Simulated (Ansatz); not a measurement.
InAs:
```cif
data_AsIn
_chemical_formula_sum 'In1 As1'
_space_group_name_H-M_alt 'P 1'
_space_group_IT_number 1
_cell_length_a 3.57376
_cell_length_b 3.57376
_cell_length_c 3.57376
_cell_angle_alpha 90.000
_cell_angle_beta 90.000
_cell_angle_gamma 90.000
loop_
_space_group_symop_operation_xyz
  'x, y, z'
loop_
_atom_site_label
_atom_site_type_symbol
_atom_site_fract_x
_atom_site_fract_y
_atom_site_fract_z
_atom_site_occupancy
In1 In 0.00000 0.00000 0.00000 1
As1 As 0.50000 0.50000 0.50000 1
```

This is the PBE-relaxed structure.

**Question.** All from the program Ansatz at the PBE level (PAW), unless another level is named. Predict the highest zone-centre frequency.

**Answer.** 74 cm⁻¹.

**Question.** Next, the bulk modulus (Birch–Murnaghan fit)?

**Answer.** 56.7 GPa.

Space group Pm-3m (CsCl type). A made-up cell: these elements were put on the sites of a structure type; neither database checked (COD, Materials Project) lists it. It is not the phase usual at ambient conditions (space group No. 216). Symmetry was held in the PBE relaxation; of distortions, only those at the zone centre were tested. As this level gives no gap, phonon frequencies hold no LO–TO term and depend on the k-mesh and smearing (Fermi–Dirac, 0.1 eV here).

Potentials: the later of the program's two PAW sets.
